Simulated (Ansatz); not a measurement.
An Ansatz (a quantum-chemistry and plane-wave program) input:

Ansatz 0.2 input:
```yaml
crystal:
  lattice:
    - [0.0, 2.3343844248, 2.3343844248]
    - [2.3343844248, 0.0, 2.3343844248]
    - [2.3343844248, 2.3343844248, 0.0]
  atoms:
    - { symbol: Zr, position: [0.0, 0.0, 0.0] }
    - { symbol: C, position: [0.5, 0.5, 0.5] }
kpoints:
  mp_grid: { grid: [11, 11, 11] }
  band_path:
    path:
      - [[0.0, 0.0, 0.0], [0.5, 0.0, 0.5], [0.625, 0.25, 0.625]]  # Γ-X-U
      - [[0.375, 0.375, 0.75], [0.0, 0.0, 0.0], [0.5, 0.5, 0.5], [0.5, 0.25, 0.75], [0.5, 0.0, 0.5]]  # K-Γ-L-W-X
    npoints: 12
basis: { xc_grid: 2 }
hamiltonian:
  xc: pbesol
  pseudopotentials: { kind: paw }
magnetization: { noncollinear: true, spin_orbit: true }
scf:
  n_extra_bands: 12
  convergence: { dr2_threshold: 0.0000000001 }
  occupations: { method: gaussian, width: 0.05 }
output: { eigenvalues: true }
```

### Question
How many symmetry operations and irreducible k-points will the run report?

### Answer
48 operations, 56 of 1331 k-points.

### Question
With a cutoff of 420 eV, how many plane waves at Γ?

### Answer
531.

It took roughly 11 core-seconds on shared server cores.

Space group Fm-3m (rock salt). The cell was relaxed with PBEsol under the symmetry of its start; of distortions, only those at the zone centre were tested. The run is not spin-polarised.

Potentials: the later of the program's two PAW sets.

Ansatz is a plane-wave DFT program.
